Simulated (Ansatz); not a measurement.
An Ansatz (an electronic-structure program) run. Input:

Ansatz 0.2 input:
```yaml
crystal:
  lattice:
    - [2.4883134111, 0.0, 0.0]
    - [-1.2441567055, 2.1549426266, 0.0]
    - [0.0, 0.0, 6.4951040555]
  atoms:
    - { symbol: B, position: [0.6666666667, 0.3333333333, 0.25] }
    - { symbol: N, position: [0.3333333333, 0.6666666667, 0.25] }
    - { symbol: B, position: [0.3333333333, 0.6666666667, 0.75] }
    - { symbol: N, position: [0.6666666667, 0.3333333333, 0.75] }
kpoints:
  mp_grid: { grid: [12, 12, 4] }
hamiltonian:
  xc: lda
  pseudopotentials: { azcp: { folder: ./paw }, kind: paw }
scf:
  occupations: { method: fixed }
phonons:
  method: dfpt
  response_accuracy: low
  qmesh: [4, 4, 2]
  interpolated_qmesh: [25, 25, 9]
  dielectric: true
  rigid_motions: translations
  temperatures: { t_max: 1000, t_step: 50 }
  qpath:
    path:
      - [[0.0, 0.0, 0.0], [0.5, 0.0, 0.0], [0.3333333333, 0.3333333333, 0.0], [0.0, 0.0, 0.0], [0.0, 0.0, 0.5], [0.5, 0.0, 0.5], [0.3333333333, 0.3333333333, 0.5], [0.0, 0.0, 0.5]]  # Γ-M-K-Γ-A-L-H-A
      - [[0.5, 0.0, 0.5], [0.5, 0.0, 0.0]]  # L-M
      - [[0.3333333333, 0.3333333333, 0.5], [0.3333333333, 0.3333333333, 0.0]]  # H-K
    npoints: 9
```

Output (shortened):

```
WARN phonons: the dynamical matrix that this run interpolates holds no multipole term above the dipole-dipole one, and a site of this crystal is no centre of …
Pseudopotential: B, paw, valence charge 3
Pseudopotential: N, paw, valence charge 5
Functional definition: SPW92
Crystal: 4 atoms, lattice volume = 34.828 Å³
Basis set: ecut = 420 eV, 663 PW (Γ), exchange–correlation on 36×36×96 points (8 copies of the dense FFT grid, shifted against one another)
Bands: 12, of which v1, the nominal top of the filled ones, is band 8 counted from 1 (7 counted from 0)
Symmetry: 24 space group operations
k-points: 164 of 576 (irreducible under 2 space group operations, time reversal used)
SCF iter   1: F=—  HF=-1055.603594 eV  |F-HF|=—  |Δ(HF+E_count)|=         —  Δρ=1.50e-1  dr2=7.55e0  ethr=3.10e-3  ⟨swp⟩=4.9  Hψ=10459  notcnv=0  defer=227
preconditioner: auto → none
SCF iter   2: F=—  HF=-1053.017231 eV  |F-HF|=—  |Δ(HF+E_count)|=    2.59e0  Δρ=7.09e-2  dr2=9.52e-1  ethr=3.10e-3  ⟨swp⟩=3.1  Hψ=5639  notcnv=0  defer=324
SCF iter   3: F=—  HF=-1052.731932 eV  |F-HF|=—  |Δ(HF+E_count)|=   2.85e-1  Δρ=2.26e-2  dr2=9.87e-2  ethr=3.10e-3  ⟨swp⟩=2.4  Hψ=4298  notcnv=0  defer=317
SCF iter   4: F=—  HF=-1052.706128 eV  |F-HF|=—  |Δ(HF+E_count)|=   2.58e-2  Δρ=8.11e-3  dr2=1.21e-2  ethr=6.17e-4  ⟨swp⟩=2.2  Hψ=3008  notcnv=0  defer=328
SCF iter   5: F=—  HF=-1052.703381 eV  |F-HF|=—  |Δ(HF+E_count)|=   2.75e-3  Δρ=1.14e-3  dr2=2.02e-4  ethr=7.59e-5  ⟨swp⟩=3.0  Hψ=3598  notcnv=0  defer=328
SCF iter   6: F=—  HF=-1052.703361 eV  |F-HF|=—  |Δ(HF+E_count)|=   2.04e-5  Δρ=1.42e-4  dr2=3.98e-6  ethr=1.26e-6  ⟨swp⟩=1.9  Hψ=2986  notcnv=0  defer=312
SCF iter   7: F=—  HF=-1052.703360 eV  |F-HF|=—  |Δ(HF+E_count)|=   6.56e-7  Δρ=4.78e-6  dr2=4.74e-9  ethr=2.49e-8  ⟨swp⟩=2.5  Hψ=3216  notcnv=0  defer=38
SCF iter   8: F=—  HF=-1052.703360 eV  |F-HF|=—  |Δ(HF+E_count)|=   5.76e-7  Δρ=6.94e-7  dr2=1.19e-10  ethr=2.96e-11  ⟨swp⟩=2.5  Hψ=3129  notcnv=0  defer=9
SCF iter   9: F=-1052.703360 eV  HF=-1052.703360 eV  |F-HF|=2.27e-13  |Δ(HF+E_count)|=  3.21e-11  Δρ=5.08e-8  dr2=4.86e-13  ethr=1.00e-12  ⟨swp⟩=7.6  Hψ=12148  notcnv=0
SCF 1 converged in 9 iterations: F = -1052.703360 eV  dr2 = 4.86e-13
DFPT response loops at Γ: preconditioner auto → Resta (q_TF=auto, 2.397 Å⁻¹)  ε∞=3.8 (no band partly filled) …
NSCF: frozen V_eff on 57 k-points
NSCF: frozen V_eff on 258 k-points
DFPT response loops at q = (0, 0, -0.5) (fractional): mixed as the last ones told, above
NSCF: frozen V_eff on 468 k-points
DFPT response loops at q = (0, 0.25, 0) (fractional) …
NSCF: frozen V_eff on 468 k-points
DFPT response loops at q = (0, 0.25, -0.5) (fractional): preconditioner auto → Resta (q_TF=auto, 2.397 Å⁻¹)  ε∞=3.8 (no band partly filled) …
NSCF: frozen V_eff on 258 k-points
DFPT response loops at q = (0, -0.5, 0) (fractional) …
NSCF: frozen V_eff on 258 k-points
DFPT response loops at q = (0, -0.5, -0.5) (fractional): mixed as the last ones told, above
NSCF: frozen V_eff on 864 k-points
DFPT response loops at q = (0.25, 0.25, 0) (fractional): mixed as the last ones told, above
NSCF: frozen V_eff on 864 k-points
DFPT response loops at q = (0.25, 0.25, -0.5) (fractional): mixed as the last ones told, above
WARN: on the 25×25×9 q-mesh 1 entry of the irreducible table, 1.067e-3 modes per cell, the lowest at -4.89 cm⁻¹, stands at or below zero and is read as no …
SCF converged after 9 iterations
Free energy (F): -1052.703360 eV
Harris-Foulkes:  -1052.703360 eV  (|F-HF|=2.27e-13)
Internal energy: -1052.703360 eV  (E = F + TS)
E sigma→0 (E₀):  -1052.703360 eV
Fermi energy:    4.818002 eV
--- Per-component energies (eV) ---
  E_band       = -36.870794
  E_kinetic    = 363.763612
  E_local      = -642.852754  (includes V_loc(G=0)·N_el)
  E_nonlocal   = 90.322038
  E_hartree    = 214.285400
  E_xc         = -182.174347
  E_vxc        = -225.882398  (∫ρ·V_xc dr)
  E_paw        = -384.106645  (= ΣΔE_a)
  E_vpaw       = -50.793916  (= ΣTr[D̂ρ^β])
  E_aug_tail   = 0.001809  (compensation charges beyond the density's cutoff)
  E_ewald      = -512.194229
  E_core_change = 0.251757  (= ΣΔE_core)
  E_smearing   =  0.000000  (= −TS)
  E_closure    =  0.000000  (closes the sum)
  Σ components = -1052.703360   (vs F -1052.703360, Δ=0.00e0)
  [band-id]    e_kinetic+e_local+e_nonlocal+2·e_hartree+e_vxc+e_vpaw+e_augmentation_tail = -36.870810   (vs E_band -36.870794, Δ=-1.57e-5)
--- Band table (eV; the first three rows and the last of 164) ---
  k-point 0: bands = ["-12.9244", "-12.5556", "-1.7175", "0.7191", "3.4867", "3.4867", "3.5317", "3.5317", "9.9017", "15.1708", "16.4041", "16.4041"]
  k-point 1: bands = ["-12.8739", "-12.6135", "-1.4239", "0.2702", "3.4932", "3.4932", "3.5251", "3.5251", "10.6699", "14.3159", "16.4254", "16.4254"]
  k-point 2: bands = ["-12.7474", "-12.7474", "-0.6483", "-0.6483", "3.5094", "3.5094", "3.5094", "3.5094", "12.4593", "12.4593", "16.4775", "16.4775"]
  k-point 163: bands = ["-9.7031", "-9.7031", "-2.8215", "-2.8215", "-1.0644", "-1.0644", "3.6138", "3.6138", "10.4287", "10.4287", "16.7606", "16.7606"]
--- Phonons (Γ-DFPT): 4 representative perturbations + reference, on 164 of 576 k-points (Σ response iterations 12) ---
  ASR residual: 2.330e-5 → 0.000e0 eV/Å²; symmetrization residual: 1.575e-5 eV/Å²
  ASR residual per site (eV/Å²): 1.50e-5 2.33e-5 1.50e-5 2.33e-5
  Γ frequencies (cm⁻¹): 0.00 0.00 0.00 49.86 49.86 112.58 752.34 811.35 1385.78 1385.78 1385.85 1385.85
  ε∞ (high-frequency dielectric tensor):
        4.890049     0.000000     0.000000
        0.000000     4.890049     0.000000
        0.000000     0.000000     2.850730
  ε⁰ (static dielectric tensor: ions relaxed, cell fixed):
        6.656962     0.000000     0.000000
        0.000000     6.656962     0.000000
        0.000000     0.000000     3.379055
  ε⁰ − ε∞ (ionic part):
        1.766913     0.000000     0.000000
        0.000000     1.766913     0.000000
        0.000000     0.000000     0.528325
  softest optical mode at Γ: 49.86 cm⁻¹; the repairs (sum rule, projections) moved no ω² at Γ by more than (2.28 cm⁻¹)²
  Born effective charges Z* (e; rows j = field, columns β = displacement):
    site 0:
         2.70690    0.00000    0.00000
         0.00000    2.70690    0.00000
         0.00000    0.00000    0.80355
    site 1:
        -2.70690    0.00000    0.00000
         0.00000   -2.70690    0.00000
         0.00000    0.00000   -0.80355
    site 2:
         2.70690    0.00000    0.00000
         0.00000    2.70690    0.00000
         0.00000    0.00000    0.80355
    site 3:
        -2.70690    0.00000    0.00000
         0.00000   -2.70690    0.00000
         0.00000    0.00000   -0.80355
  Z* charge neutrality: 5.679e-6 e pre-enforcement
  k-mesh period / interband length: 29.9 Å / 1.37 Å = 21.87 at k = (0.0000, -0.5000, 0.2500), direct gap 4.723 eV — 14 or more, which is no proof of convergence
  optical modes at Γ without the LO–TO term, one row a degenerate level:
      ω (cm⁻¹)  modes    IR ((D/Å)²/amu)
         49.86      2             0.0000
        112.58      1             0.0000
        752.34      1             4.8831
        811.35      1             0.0000
       1385.78      2             0.0000
       1385.85      2           110.8269
  optical modes at Γ + LO–TO along q̂ = [1.0000, 0.0000, 0.0000]:
      ω (cm⁻¹)  modes    IR ((D/Å)²/amu)
         49.86      2             0.0000
        112.58      1             0.0000
        752.34      1             4.8831
        811.35      1             0.0000
       1385.78      2             0.0000
       1385.85      1            55.4134
       1616.95      1            55.4134
  optical modes at Γ + LO–TO along q̂ = [0.0000, 1.0000, 0.0000]:
      ω (cm⁻¹)  modes    IR ((D/Å)²/amu)
         49.86      2             0.0000
        112.58      1             0.0000
        752.34      1             4.8831
        811.35      1             0.0000
       1385.78      2             0.0000
       1385.85      1            55.4134
       1616.95      1            55.4134
  optical modes at Γ + LO–TO along q̂ = [0.0000, 0.0000, 1.0000]:
      ω (cm⁻¹)  modes    IR ((D/Å)²/amu)
         49.86      2             0.0000
        112.58      1             0.0000
        811.35      1             0.0000
        819.10      1             4.8831
       1385.78      2             0.0000
       1385.85      2           110.8269
  non-analytic LO–TO correction: the dipole-dipole term of the run's Born effective charges and high-frequency dielectric tensor (where they are solved with …
--- Phonons (arbitrary-q DFPT): 8 irreducible q on the 4×4×2 mesh ---
  q = [0.0000, 0.0000, 0.0000] (star 1, of the zone-centre solve; hermiticity 7.30e-7, symmetrization 8.69e-8):  0.00 0.00 0.00 49.86 49.86 112.58 752.34 811.35 1385.78 1385.78 1385.85 1385.85
  q = [0.0000, 0.0000, -0.5000] (star 1, 4 solved perturbations in 372 linear systems a pass and spin channel, the states on 129 of 576 k-point pairs; hermiticity 9.06e-7, symmetrization 1.39e-10): 35.13 35.13 35.13 35.13 79.51 79.51 815.15 815.15 1385.82 1385.82 1385.82 1385.82
  q = [0.0000, 0.2500, 0.0000] (star 6, 6 solved perturbations on 234 of 576 k-point pairs; hermiticity 4.40e-7, symmetrization 2.53e-11): 129.89 151.95 405.42 408.73 705.08 715.16 717.06 753.28 1330.55 1331.75 1478.32 1538.72
  q = [0.0000, 0.2500, -0.5000] (star 6, 6 solved perturbations on 234 of 576 k-point pairs; hermiticity 4.53e-7, symmetrization 2.51e-11): 142.02 142.02 407.08 407.08 712.61 712.61 736.04 736.04 1331.16 1331.16 1505.12 1505.12
  q = [0.0000, -0.5000, 0.0000] (star 3, 6 solved perturbations on 129 of 576 k-point pairs; hermiticity 3.31e-7, symmetrization 3.11e-11): 317.72 318.85 548.33 551.16 604.97 624.35 1165.37 1167.51 1285.07 1285.94 1310.61 1320.84
  q = [0.0000, -0.5000, -0.5000] (star 3, 6 solved perturbations on 129 of 576 k-point pairs; hermiticity 3.39e-7, symmetrization 3.11e-11): 319.57 319.57 549.76 549.76 615.03 615.03 1166.52 1166.52 1285.52 1285.52 1316.02 1316.02
  q = [0.2500, 0.2500, 0.0000] (star 6, 4 solved perturbations in 1332 linear systems a pass and spin channel, the states on 432 of 576 k-point pairs; hermiticity 2.32e-7, symmetrization 4.49e-13): 277.07 281.72 611.27 639.69 742.47 746.51 988.13 991.14 …
  q = [0.2500, 0.2500, -0.5000] (star 6, 4 solved perturbations in 1332 linear systems a pass and spin channel, the states on 432 of 576 k-point pairs; hermiticity 2.64e-7, symmetrization 7.88e-12): 280.49 280.49 626.18 626.18 744.53 744.53 989.76 989.76 …
  sum rule: each row above includes the acoustic sum rule's correction from the zone centre's row sums; it moved no ω² by more than (0.67 cm⁻¹)²
  mesh force constants: q→R imaginary residual 3.01e-18; ASR residual 2.330e-5 → 0.000e0 eV/Å²; symmetrization residual 4.974e-14 eV/Å²
  interpolated dispersion: 85 rows × 12 modes
  density of states and harmonic sums: on the 25×25×9 q-mesh, interpolated from the force constants of a 4×4×2 supercell (with the dipole–dipole term)
  largest difference from the sums on the solved wave vectors: F 5.36e-3 eV, S 1.02e-5 and C_V 7.68e-6 eV/K
  zero-point energy: 0.622978 eV/cell   skipped modes (ω ≤ 0): 4, of them read as no rigid motion or as one in doubt …
```

Cost: around 4 core-minutes (rough) on shared cores.

Space group P6_3/mmc. Symmetry was held in the LDA relaxation. A crystal of weakly bound layers computed without a dispersion correction: the cell and the soft elastic constants depend strongly on that.

Potentials: the earlier of the program's two PAW sets. The files were generated under PBE; for other functionals the program regenerates the frozen cores, and for LDA and PBEsol the local potential too.

Ansatz is a plane-wave DFT program.
